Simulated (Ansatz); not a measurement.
Zn3GaNO3:
Space group P3m1 (No. 156); a = b = 3.2972 Å, c = 10.5546 Å, α = β = 90.00°, γ = 120.00°

```json
[
 {"atom": "Ga", "site": "1b", "symmetry": "3m.", "x": "0.3333", "y": "0.6667", "z": "0.0135"},
 {"atom": "N", "site": "1b", "symmetry": "3m.", "x": "0.3333", "y": "0.6667", "z": "0.1879"},
 {"atom": "Zn", "site": "1c", "symmetry": "3m.", "x": "0.6667", "y": "0.3333", "z": "0.2450"},
 {"atom": "O", "site": "1c", "symmetry": "3m.", "x": "0.6667", "y": "0.3333", "z": "0.4439"},
 {"atom": "Zn", "site": "1b", "symmetry": "3m.", "x": "0.3333", "y": "0.6667", "z": "0.4917"},
 {"atom": "O", "site": "1b", "symmetry": "3m.", "x": "0.3333", "y": "0.6667", "z": "0.6912"},
 {"atom": "Zn", "site": "1c", "symmetry": "3m.", "x": "0.6667", "y": "0.3333", "z": "0.7371"},
 {"atom": "O", "site": "1c", "symmetry": "3m.", "x": "0.6667", "y": "0.3333", "z": "0.9393"}
]
```

Relaxed at zero pressure with DFT-PBE in the program Ansatz with PAW potentials.

Task: The volume is raised by 6 % and shape and atoms relax at that volume. What pressure results, and how do the axes share the change?

Result: -6.3 GPa; a 1.6 %, b 1.6 %, c 2.7 %; the energy rises by 16 meV/atom.

Task: Give the new structure.

Result: 
Space group P3m1 (No. 156); a = b = 3.350 Å, c = 10.836 Å, α = β = 90.00°, γ = 120.00°

```
atom  site  symmetry       x       y       z
----  ----  --------  ------  ------  ------
Ga      1b       3m.  0.3333  0.6667  0.0152
N       1b       3m.  0.3333  0.6667  0.1870
Zn      1c       3m.  0.6667  0.3333  0.2431
O       1c       3m.  0.6667  0.3333  0.4432
Zn      1b       3m.  0.3333  0.6667  0.4908
O       1b       3m.  0.3333  0.6667  0.6914
Zn      1c       3m.  0.6667  0.3333  0.7371
O       1c       3m.  0.6667  0.3333  0.9419
```

The phase is kept; no other phase was compared at this pressure.

The start of the workflow was typed in or built on a structure type; neither database checked (COD, Materials Project) lists it. Its standing as an ambient phase is unchecked. The cell was relaxed with PBE under the symmetry of its start; whether a distortion lowers the energy is not shown.

Potentials: the earlier of the program's two PAW sets.
